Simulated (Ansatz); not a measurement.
Total density of states per atom from plane-wave PAW r²SCAN (Ansatz code), in 0.25 eV bins, energy from the Fermi level:

```
E (eV)  states/eV/atom
------  --------------
-7.85             0.08
-7.60             0.10
-7.35             0.13
-7.10             0.18
-6.85             0.26
-6.60             0.57
-6.35             1.21
-6.10             2.14
-5.85             2.53
-5.60             3.35
-5.35             2.84
-5.10             1.28
-4.85             1.13
-4.60             3.23
-4.35             2.56
-4.10             2.51
-3.85             2.39
-3.60             1.39
-3.35             0.74
-3.10             0.82
-2.85             0.31
-2.60             0.40
-2.35             0.36
-2.10             0.32
-1.85             0.28
-1.60             0.24
-1.35             0.24
-1.10             0.22
-0.85             0.38
-0.60             0.40
-0.35             0.33
-0.10             0.36
0.15              0.35
0.40              0.33
0.65              0.24
0.90              0.25
1.15              0.34
1.40              0.67
1.65              0.74
1.90              0.72
2.15              0.76
2.40              1.10
2.65              1.20
2.90              1.05
3.15              0.97
3.40              0.63
3.65              0.60
3.90              0.75
4.15              0.87
4.40              0.52
4.65              0.17
```

**Question.** Which compound is it?
A) Y2Pt, Pnma (Y on 4c, Y on 4c, Pt on 4c)
B) YAu2, MoSi2 or CaC2 type
C) HfAu, P4/nmm (Hf on 2c, Au on 2c)
D) Cs, simple cubic

**Answer.** B, YAu2, MoSi2 or CaC2 type. Within 0.5 eV of the Fermi level: Y 4d 50 %, Y 5s 10 %, Au 6s 8 %, Au 5d 6 %, outside the projected shells 25 %. Projections are on Löwdin-orthogonalised atomic valence shells; empty p or d shells of many metals are not among them.

Space group I4/mmm (MoSi2 or CaC2 type). The first step of the workflow began from a Materials Project structure, measured or hypothetical; the Crystallography Open Database copy checked does not list it. With Y and Au taken as one species the cell has the higher symmetry I4/mmm, so it may be an ordered model of a mixed-site phase. Its standing as an ambient phase is unchecked. The cell was relaxed with r²SCAN under the symmetry of its start; its stability against distortions is not shown here. No spin polarisation was allowed. Spin–orbit coupling is left out wherever it is not named.

Potentials: the later of the program's two PAW sets.
